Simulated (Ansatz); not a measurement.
Start of a relaxation of CaGaC₂N₂:

```cif
data_structure
_symmetry_space_group_name_H-M 'P-1'
_symmetry_Int_Tables_number 2
_cell_length_a 3.5295
_cell_length_b 3.7245
_cell_length_c 9.8307
_cell_angle_alpha 82.436
_cell_angle_beta 82.337
_cell_angle_gamma 62.815
_cell_volume 113.56
loop_
_atom_site_label
_atom_site_type_symbol
_atom_site_symmetry_multiplicity
_atom_site_Wyckoff_symbol
_atom_site_fract_x
_atom_site_fract_y
_atom_site_fract_z
_atom_site_occupancy
Ca1 Ca 1 h 0.50000 0.50000 0.50000 1
Ga1 Ga 1 a 0.00000 0.00000 0.00000 1
C1 C 2 i 0.17968 0.82032 0.82032 1
N1 N 2 i 0.29056 0.70944 0.70944 1
```

The calculation used DFT PBE, scalar-relativistic, plane waves, PAW in Ansatz. Cutoff 420 eV, Gaussian smearing, Γ-centred meshes. Cell and atoms relax first on a coarse mesh and then on a finer one. In between, the cell is made exact in the group found at 0.06 Å. In metals the finer mesh still leaves noise of several meV/atom or more. The steps can't lower the symmetry of their start. No spin polarisation in the relaxation; trial moments died out in a coarse test.

A guess keeps its type if space group and coordination stay and the shape of the cell changes little (axis ratios within about 15 %, angles within 6°); the volume may change.

Problem. Will the relaxed cell still be of the starting type?

Solution. It doesn't keep its type. The symmetry stays P-1 (No. 2). The volume per atom grows by 1.7 %, from 18.9 to 19.3 Å³. The shortest distance goes from 1.17 Å (C–N) to 1.20 Å (C–N). Counting neighbours within 15 % of an atom's shortest distance, the start has C 1, Ca 2, Ga 2, N 1 and the end C 1, Ca 6, Ga 2, N 1. In detail, at the end Ca has 6 N at 2.45–2.46 Å; Ga has 2 C at 2.66 Å; C has 1 N at 1.20 Å and 1 Ga at 2.66 Å; N has 1 C at 1.20 Å and 3 Ca at 2.45–2.46 Å.

```
CELL_PARAMETERS angstrom
3.69169 0.00000 0.00000
1.84276 3.21265 0.00000
1.68008 1.00701 9.74008
ATOMIC_POSITIONS crystal
Ca 0.00000 0.50000 0.50000
Ga 0.00000 0.00000 0.00000
C 0.74773 0.23355 0.25238
C 0.25227 0.76645 0.74762
N 0.70389 0.20495 0.37565
N 0.29611 0.79505 0.62435
```

The zero of energy is the elements' standard structures at the same level (N₂ as a molecule); no fitted shifts are applied.

Problem. At what energy does it end?

Solution. +0.06 eV/atom. A positive value: parting into the elements would lower its energy.

The last run used a 12×12×4 mesh (in the run's order of axes) for its 6-atom cell and Gaussian smearing of 0.10 eV. An odd number of electrons in the primitive cell allows no gap without spin; a larger cell or a magnetic state could open one. The reference form of C is held partly by dispersion forces, which this level lacks. A structure relaxed within its symmetry needn't be a true minimum.
